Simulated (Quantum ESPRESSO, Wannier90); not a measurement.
Wannierisation of SnAs (rock salt)

```yaml
crystal:
  lattice:
    - [0.00000, 2.87687, 2.87687]
    - [2.87687, 0.00000, 2.87687]
    - [2.87687, 2.87687, 0.00000]
  atoms:
    - { symbol: Sn, position: [0.50000, 0.50000, 0.50000] }
    - { symbol: As, position: [0.00000, 0.00000, 0.00000] }
```

Structure: Materials Project mp-2182, symmetrised, not relaxed again. COD (Crystallography Open Database) has an entry of this formula and space group (matched by these alone). Level: LDA, no spin polarisation, no spin-orbit coupling; pw.x of Quantum ESPRESSO at 64 Ry with PseudoDojo potentials, 10×10×10 k-points, Wannier90. Density: 10×10×10 mesh, cold smearing 0.01 Ry. Spin-orbit coupling is left out although heavy elements are present.

Base run: 8 functions from bands 11-25 of the 25 computed, start hydrogen-like Sn: s;p; As: s;p, centres 0.05 Å off the atoms, frozen window up to 1.50 eV relative to the Fermi level, outer window open. One setting was then changed (edges relative to the Fermi level; misfit to pw.x on a path, for states up to 1.0 eV relative to the Fermi level).

| run | Ω_I (Å²) | rms misfit (meV) | worst (meV) |
|---|---|---|---|
| base | 11.33 | 2.9 | 23 |
| changed | 9.65 | 273 | 1130 |

Question: Which change was made?
A. frozen window to 2.50 eV
B. outer window to 7.75 eV
C. frozen window to 0.50 eV
D. only the lowest 10 of the kept bands
E. no frozen window

Answer: E, no frozen window. The others give:

```
run                                   Ω_I (Å²)  rms misfit (meV)  worst (meV)
------------------------------------  --------  ----------------  -----------
frozen window to 2.50 eV                 11.90               1.7           11
frozen window to 0.50 eV                 11.04                39          323
outer window to 7.75 eV                  21.22               8.2           46
only the lowest 10 of the kept bands     14.27               1.3          8.7
```
